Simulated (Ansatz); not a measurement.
# BiP (WC-type structure)

Computed with Ansatz (plane waves, PAW, 500 eV cutoff): r²SCAN, scalar-relativistic, no spin polarisation, Γ-centred 10×10×10 mesh, 0.05 eV Gaussian smearing. The datasets are Ansatz's generated set soft_2.

```yaml
crystal:
  lattice:
    - [3.91886, 0.00000, 0.00000]
    - [-1.95943, 3.39383, 0.00000]
    - [0.00000, 0.00000, 3.74881]
  atoms:
    - { symbol: Bi, position: [0.00000, 0.00000, 0.00000] }
    - { symbol: P, position: [0.66667, 0.33333, 0.50000] }
```

The structure was built from a prototype; whether the compound forms in it isn't claimed.

The cell has space group P-6m2 (read at 0.01 Å). In it the stress is -0.01, -0.01, -0.01, 0.00, 0.00, 0.00 GPa and the largest force component 0.000 eV/Å. Each change below starts from this cell, without further relaxation. Stress is in GPa, positive in compression, in the order xx, yy, zz, yz, xz, xy; energies are counted from the cell above and are free energies with the smearing's entropy, which match forces and stress in a metal.

Problem. What happens when atom 2 (P) is moved by 0.05 Å along x?

Solution. The energy changes by 3.5 meV per cell, and the force on it along the shift is -0.141 eV/Å (−F/u = 2.82 eV/Å²). Stress: -0.01, 0.02, 0.08, 0.00, 0.00, 0.06.
| atom | Fx (eV/Å) | Fy | Fz |
| --- | --- | --- | --- |
| Bi1 | 0.141 | 0.003 | 0.000 |
| P2 | -0.141 | -0.003 | 0.000 |
In a harmonic crystal the energy would rise by −½F·u = ½ × 2.82 × 0.05² eV = 3.5 meV, which matches.

Problem. What stress follows from an engineering strain of -1 % in xy, atoms carried along?

Solution. -0.01, 0.00, -0.01, 0.00, 0.00, 0.17 GPa; the energy changes by 0.3 meV per cell.
The change of the stress over the strain gives a clamped-atom stiffness of about 17.2 GPa for this component.

Problem. All atoms and the cell are disturbed at random:
```xyz
2
Lattice="3.9235 0.0424 0.0311 -1.9250 3.3904 -0.0276 0.0298 -0.0133 3.7562" Properties=species:S:1:pos:R:3 pbc="T T T"
Bi   -0.0047    0.0385    0.0276
P     1.9937    1.1132    1.8620
```
Give the energy change, the stress and the forces.

Solution. 8.6 meV per cell; stress -0.36, -0.49, -0.14, 0.44, -0.56, -0.44 GPa.
```
atom  Fx (eV/Å)      Fy      Fz
 Bi1      0.055  -0.226   0.120
  P2     -0.055   0.226  -0.120
```

No spin–orbit coupling, a notable omission for heavy elements.
